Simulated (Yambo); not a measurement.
Convergence of the G0W0 gap of Zn$_{2}$SeS

G0W0@PBEsol for Zn$_{2}$SeS (space group P-4m2, No. 115) in Yambo. Reference settings: 4×4×2 Γ-centred k mesh, bands 27 to 276 and a 7 Ry block in the screening, 276 bands in G with the Bruneval-Gonze terminator, plasmon pole fitted at 27.2 eV. The PBEsol gap Γ → Γ on this mesh is 1.47 eV; G0W0 gaps are taken between the same points.

```tsv
change from the reference	G0W0 gap Γ → Γ (eV)	shift of the valence edge (eV)
reference settings	2.91	-1.05
190 bands in W, 190 bands in G	2.94	-0.98
190 bands in G	2.91	-1.04
6 Ry block	2.89	-1.02
3 Ry block	2.83	-0.92
190 bands in G, no terminator	2.87	-0.80
```

The reference isn't shown to be the converged limit.

The standard potential for Se keeps a d shell in the valence without the s and p states of that shell. In tests on such compounds this moved G0W0 gaps by up to about 0.9 eV, so absolute quasiparticle energies here are unreliable; differences between settings are what counts.

Spin-orbit coupling is included.

Geometry relaxed with PBEsol; primitive cell a = 3.886 Å, b = 3.886 Å, c = 5.489 Å, α = 90.00°, β = 90.00°, γ = 90.00°.

The structure is a Materials Project entry; no match was found in the copy of COD used, and its stability was not checked.

A shift is the quasiparticle energy of the state minus its PBEsol energy.
